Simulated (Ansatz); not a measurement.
Bi₂KTe₃ in space group P-3m1 (No. 164; Te on 2d, Bi on 2d, Te on 1a, K on 1b) under volume change, PBE+D3(BJ) (plane waves, PAW; program Ansatz), shape and atoms relaxed at each volume.

```csv
V (Å³/atom),E − E(relaxed) (meV/atom),P (GPa)
32.121,31.9,3.49
33.180,13.4,2.15
34.239,3.2,1.00
35.298,0.0,0.00
36.356,2.8,-0.84
37.415,10.7,-1.53
38.474,22.9,-2.11
```

Problem. What does a third-order Birch–Murnaghan fit give for V₀, B₀ and B′?

Solution. V₀ = 35.31 Å³/atom, B₀ = 29.9 GPa, B′ = 4.5.

The cell is a constructed one: a structure type filled with these elements; neither database checked (COD, Materials Project) lists it. Its standing as an ambient phase is unchecked. The cell was relaxed with PBE+D3(BJ) under the symmetry of its start; of distortions, only those at the zone centre were tested. Scalar-relativistic: spin–orbit coupling is off unless named, which matters more the heavier the elements.

Potentials: the later of the program's two PAW sets.
